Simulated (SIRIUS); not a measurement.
Band structure of Ge₃PbSe₄ (Pm, 8 atoms in the cell; from Materials Project mp-1224389).

```
CELL_PARAMETERS angstrom
      4.59551     0.00000     0.00000
      0.00000     3.99623     0.00000
     -0.00948     0.00000    11.48214
ATOMIC_POSITIONS crystal
  Ge 0.12680 0.00000 0.87420
  Ge 0.62610 0.50000 0.63110
  Ge 0.87820 0.50000 0.12500
  Pb 0.40830 0.00000 0.38750
  Se 0.50930 0.00000 0.13780
  Se 0.98950 0.00000 0.65220
  Se 0.49310 0.50000 0.84660
  Se 0.96870 0.50000 0.34550
```

All values come from this method and carry its errors: PBEsol, GBRV PBEsol ultrasoft pseudopotentials (plane waves; SIRIUS 7.12.0).

Settings: parameters.ngridk = 3 3 1; parameters.xc_functionals = [XC_GGA_X_PBE_SOL, XC_GGA_C_PBE_SOL]; parameters.gk_cutoff = 6.325 1/bohr; parameters.pw_cutoff = 14.143 1/bohr; parameters.smearing = gaussian; parameters.smearing_width = 0.000367493 Ha; potentials = GBRV PBEsol ultrasoft pseudopotentials; parameters.electronic_structure_method = pseudopotential; parameters.num_bands = 46; parameters.num_mag_dims = 0; parameters.num_dft_iter = 100; parameters.energy_tol = 1e-07 Ha; parameters.density_tol = 1e-06; mixer.type = anderson.

Spin-orbit coupling is left out, which matters for bands and gaps with elements this heavy. The structure comes from a collection of computed structures, made at another level of theory; the collection holds predicted forms beside known ones.

Predict the gap along the standard path and the places of the band edges.

The gap along the path is 0.81 eV, from a point between Y and H to Γ; the smallest direct gap on it is 0.98 eV.

Points are given in units of this cell's reciprocal vectors. Levels in eV from the top of the valence band on the path, bands 37 to 44:
```json
[
 {"point": "Γ (0 0 0)", "37": "-1.11", "38": "-1.00", "39": "-0.62", "40": "-0.17", "41": "0.81", "42": "2.16", "43": "2.26", "44": "2.70"},
 {"point": "Y (0 0 0.5)", "37": "-1.64", "38": "-1.18", "39": "-0.41", "40": "-0.28", "41": "1.93", "42": "2.03", "43": "2.26", "44": "2.77"},
 {"point": "H (-0.5 0 0.501)", "37": "-0.85", "38": "-0.80", "39": "-0.50", "40": "-0.11", "41": "1.12", "42": "1.27", "43": "1.82", "44": "2.18"},
 {"point": "C (-0.5 0 0.5)", "37": "-0.85", "38": "-0.80", "39": "-0.50", "40": "-0.11", "41": "1.12", "42": "1.27", "43": "1.82", "44": "2.18"},
 {"point": "E (-0.5 0.5 0.5)", "37": "-1.41", "38": "-1.35", "39": "-1.31", "40": "-1.23", "41": "2.25", "42": "2.43", "43": "2.74", "44": "2.85"},
 {"point": "M1 (-0.5 0.5 0.499)", "37": "-1.41", "38": "-1.35", "39": "-1.31", "40": "-1.23", "41": "2.25", "42": "2.43", "43": "2.74", "44": "2.85"},
 {"point": "A (-0.5 0.5 0)", "37": "-1.94", "38": "-1.83", "39": "-1.33", "40": "-1.21", "41": "2.70", "42": "2.82", "43": "2.94", "44": "3.09"},
 {"point": "X (-0.5 0 0)", "37": "-1.00", "38": "-0.95", "39": "-0.49", "40": "-0.08", "41": "1.08", "42": "1.30", "43": "1.78", "44": "1.93"},
 {"point": "H1 (-0.5 0 0.499)", "37": "-0.85", "38": "-0.80", "39": "-0.50", "40": "-0.11", "41": "1.12", "42": "1.27", "43": "1.82", "44": "2.18"}
]
```
